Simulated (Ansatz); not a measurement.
# Fe under compression and expansion

```xyz
2
Lattice="2.4342 0.0000 0.0000 -1.2171 2.1080 0.0000 0.0000 0.0000 3.8419" Properties=species:S:1:pos:R:3 pbc="T T T"
Fe    0.0000    1.4054    0.9605
Fe    1.2171    0.7027    2.8815
```

The conventional cell has a = 2.434 Å, b = 2.434 Å, c = 3.842 Å, α = 90.00°, β = 90.00°, γ = 120.00°. Fe (atom 1) has 12 Fe at 2.38 to 2.43 Å as nearest neighbours.

The cell is the one relaxed in the Materials Project (mp-136), not relaxed further here; entries there can be hypothetical.

Spin polarisation is left out, and whether a magnetic state lies lower isn't shown here.

All numbers are computed: DFT, PBEsol, all-electron LAPW, scalar-relativistic (Ansatz 0.2.0); DFT, PBEsol, PAW with Ansatz's default frozen-core files, scalar-relativistic (Ansatz 0.2.0).

For LAPW: a Γ-centred 17×17×10 k mesh, Fermi–Dirac smearing of 0.08 eV, basis error target 0.25 meV/atom, no spin polarisation. PAW takes a cutoff of 420 eV at this cell (files made with PBE, cores remade for this functional). The Ansatz runs share mesh, smearing and spin set-up. Plane-wave (PAW) pressures include the program's estimate of the Pulay term.

The cell above is scaled evenly, with fractional coordinates and shape held.

Q: Estimate the equilibrium volume and bulk modulus that LAPW (all electrons) gives for this fixed shape.

A: V0 = 9.82 Å³/atom, B0 = 323 GPa, B0′ = 4.6, from a third-order Birch–Murnaghan fit to these pressures:
| V/V(cell) | V (Å³/atom) | P, LAPW (GPa) | P, PAW (GPa) | free energy over the lowest listed, PAW (meV/atom) |
| --- | --- | --- | --- | --- |
| 0.9400 | 9.266 | 21.35 | 21.47 | 35.1 |
| 0.9405 | 9.271 | 21.12 | 21.25 | 34.5 |
| 0.9600 | 9.463 | 12.95 | 13.07 | 14.0 |
| 0.9800 | 9.660 | 5.45 | 5.55 | 2.6 |
| 0.9900 | 9.759 | 2.00 | 2.09 | 0.3 |
| 1.0000 | 9.857 | -1.26 | -1.17 | 0.0 |
| 1.0100 | 9.956 | -4.35 | -4.26 | 1.7 |
| 1.0200 | 10.054 | -7.26 | -7.18 | 5.2 |
| 1.0400 | 10.251 | -12.62 | -12.56 | 17.4 |
| 1.0600 | 10.448 | -17.41 | -17.35 | 35.9 |

PAW's V0 lies 0.03 % from the all-electron value and its B0 0.1 %. With shape and internal coordinates held, B0 is an upper bound to the relaxed modulus.
